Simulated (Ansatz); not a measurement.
**Coordination and ³³S quadrupole coupling in Mg2Al3CrS8**

Cell: a Materials Project structure (computed, not necessarily an observed phase), taken as it stands.

Space group R-3m:H (No. 166); a = 7.2177, c = 17.7781 Å, γ = 120.00°.

```csv
site,Wyckoff,site symmetry,x,y,z
Mg,6c,3m,0.0000,0.0000,0.8745
Al,9e,.2/m,0.6667,0.8333,0.3333
Cr,3b,-3m,0.0000,0.0000,0.5000
S7,18h,.m,0.7001,0.8500,0.5873
S9,6c,3m,0.0000,0.0000,0.2618
```

One atom of each set is listed; the run and its k-mesh use a cell of 14 atoms with edges of 7.24, 7.24, 7.24 Å.

Method: Kohn–Sham DFT in Ansatz, r2SCAN, plane waves and PAW, scalar-relativistic, collinear spin, 500 eV cutoff, Γ-centred 5×5×5 k-points, Fermi–Dirac smearing 0.02 eV. Start moments as typed (μB): 3 on each Cr, none on the rest.

Q(³³S) = -69.40 mb.

Q: Order the S environments from the weakest to the strongest quadrupole coupling.
A. S7: 1 Cr at 2.43 Å, 1 Mg at 2.43 Å, 2 Al at 2.44 Å
B. S9: 1 Mg at 2.42 Å, 3 Al at 2.44 Å

A: B (2.26 MHz, η = 0.00), A (2.85 MHz, η = 0.67).

An axis of threefold or higher order runs through S9, so V_zz lies along it and η is zero. Like point charges on the first shell alone (each adding as 1/d³) would put S9 above S7: the kind of neighbour, the covalent part of each bond and the atoms beyond the first shell count as well.

The program didn't check the stability of this electronic state in full, so a lower one may lie near. All moments are parallel here, as the start or the cell imposes; many such compounds order antiparallel, where fields and spin densities carried over to other atoms largely cancel. The magnetic order is the one that the run reached from its start moments, not necessarily the measured one.
